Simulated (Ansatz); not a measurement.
Question: Mg (hcp (Mg type), space group No. 194) is relaxed with DFT-PBEsol in the program Ansatz with PAW potentials. What lattice parameters of the conventional cell result?

Answer: a = 3.189 Å, c = 5.108 Å.

Space group P6_3/mmc (hcp (Mg type)). The cell was relaxed with PBEsol under the symmetry of its start. Axis ratios of metals converge slowly with the k-mesh, so a and c are less sure than the volume.

Potentials: the earlier of the program's two PAW sets. The files were generated under PBE; for other functionals the program regenerates the frozen cores, and for LDA and PBEsol the local potential too.
